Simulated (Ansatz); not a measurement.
A plane-wave DFT run in Ansatz 0.2.0 (scalar-relativistic PAW potentials unless the input names others): input and command.

```yaml
crystal:
  lattice:
    - [5.7819855284, 0.0, 0.0]
    - [0.0, 5.7819855284, 0.0]
    - [0.0, 0.0, 5.7819855284]
  atoms:
    - { symbol: Ga, position: [0.2616444845, 0.2616444845, 0.2616444845] }
    - { symbol: Ga, position: [0.2616444845, 0.7383555155, 0.7383555155] }
    - { symbol: Ga, position: [0.7383555155, 0.2616444845, 0.7383555155] }
    - { symbol: Ga, position: [0.7383555155, 0.7383555155, 0.2616444845] }
    - { symbol: Bi, position: [0.0, 0.0, 0.0] }
    - { symbol: As, position: [0.5, 0.5, 0.0] }
    - { symbol: As, position: [0.5, 0.0, 0.5] }
    - { symbol: As, position: [0.0, 0.5, 0.5] }
basis:
  ecutwfc: 500
kpoints:
  mp_grid: { grid: [6, 6, 6] }
hamiltonian:
  xc: r2scan
  hubbard: { sites: [{ species: Bi, l: f, u_eff: 4.0 }] }
scf:
  occupations: { method: gaussian, width: 0.1 }
  max_iter: 50
output:
  forces: true
  eigenvalues: true
  stress: true
```

```bash
ansatz run input.yaml --threads 2 --pin off --max-ram 5120MiB --backend cpu --events-out ev --progress --plain --runs-dir out
```

**Question.** Will this input run?

**Answer.** The program refuses it, because of a U on a shell that isn't there (hamiltonian.hubbard: not typed → {"sites": [{"species": "Bi", "l": "f", "u_eff": 4.0}]}). Without that key it is accepted.

Abridged log:
```
Error: inconsistent input (hamiltonian.hubbard.sites[].l, hamiltonian.hubbard.sites[].shell): hamiltonian.hubbard: the Bi pseudopotential carries no l=3 pseudo-atomic shell — pick an l its table provides
```

Cost: 1 run of about 0.0057 core-minutes, on Arm Neoverse V2 (shared hosts).